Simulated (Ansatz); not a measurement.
CaH₁₂Cl₂O₆ at a changed volume — 17O NMR of the central transition

Cell: a diffraction structure from the COD, relaxed with PBE at fixed cell and then changed (volume scaled by 1.04, ions relaxed).

Space group P321 (No. 150); a = 7.9796, c = 4.0060 Å, γ = 120.00°.

```csv
site,Wyckoff,site symmetry,x,y,z
Ca,1a,32.,0.0000,0.0000,0.0000
H2,6g,1,0.7668,0.1122,0.5161
H8,6g,1,0.4313,0.1000,0.0952
Cl,2d,3..,0.6667,0.3333,0.3851
O16,3f,.2.,0.7863,0.0000,0.5000
O19,3e,.2.,0.3074,0.0000,0.0000
```

One atom of each set is listed.

Computed with Ansatz: DFT, PBE, plane waves and PAW, scalar-relativistic, 420 eV cutoff, Γ-centred 3×3×5 k-points, Fermi–Dirac smearing 0.02 eV.

17O has I = 5/2 and Q = -25.58 mb (Pyykkö 2018); at 11.7 T its Larmor frequency is ν₀ = 67.6 MHz. Only the quadrupole interaction is simulated: positions count from each site's isotropic chemical shift, and J coupling is left out, as are shift anisotropy and dipolar coupling, which fast spinning averages.

Question: What does the 17O spectrum (fast magic-angle spinning) show for each site?

Answer: 

```json
{"site": "O16", "first shell": "2 H at 0.98 Å, angle 104°; also 2 Ca at 2.63 Å", "C_Q (MHz)": "8.36", "η": "0.77", "P_Q (MHz)": "9.15", "δ_QIS (ppm)": "-110", "breadth (kHz)": "16.9"}
{"site": "O19", "first shell": "2 H at 0.99 Å, angle 106°; also 1 Ca at 2.45 Å", "C_Q (MHz)": "9.17", "η": "0.71", "P_Q (MHz)": "9.90", "δ_QIS (ppm)": "-129", "breadth (kHz)": "20.0"}
```

δ_QIS = −(ν_Q²/30ν₀²)[I(I+1) − 3/4](1 + η²/3) × 10⁶ ppm with ν_Q = 3|C_Q|/[2I(2I−1)]; it falls as 1/B₀² in ppm, and the breadth as 1/B₀ in kHz.

The broadest static pattern spans 64 kHz. The table holds for spinning faster than that; slower spinning leaves sidebands.

At O19 V_zz stands upright on the plane of its two bonds (within 1°).
